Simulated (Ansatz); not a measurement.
K:
```
CELL_PARAMETERS angstrom
      4.66612     0.00000     0.00000
     -2.33306     4.04098     0.00000
      0.00000     0.00000     7.54593
ATOMIC_POSITIONS crystal
  K  0.33333 0.66667 0.25000
  K  0.66667 0.33333 0.75000
```

Relaxed with PBEsol. Special points in fractions of this cell's reciprocal vectors: Γ (0.000, 0.000, 0.000); M (0.500, 0.000, 0.000); K (0.333, 0.333, 0.000); A (0.000, 0.000, 0.500); L (0.500, 0.000, 0.500); H (0.333, 0.333, 0.500).

Task: List the band energies nearest the Fermi level at these points for PBEsol (plane waves, PAW; program Ansatz).

Result: In eV from the Fermi level; about four levels below and three above (degenerate sets whole), none deeper than 8.9 eV; … stands for higher levels left out; points with the same levels are listed once.

| k | below | above |
|---|---|---|
| Γ | -2.19 | 0.36 0.61 4.11 4.11 |
| M | – | 0.12 0.26 1.66 |
| K | – | 0.79 0.87 0.87 |
| A | -1.45 -1.45 | 2.83 2.83 … |
| L | – | 0.63 0.63 0.89 0.89 |
| H | – | 1.22 1.22 1.34 1.34 |

Space group P6_3/mmc (hcp (Mg type)). The workflow started from a Materials Project entry (that database holds measured and hypothetical structures alike); the Crystallography Open Database copy checked does not list it. It is not the phase usual at ambient conditions (space group No. 229). Symmetry was held in the PBEsol relaxation; its stability against distortions is not shown here.

Potentials: the later of the program's two PAW sets.
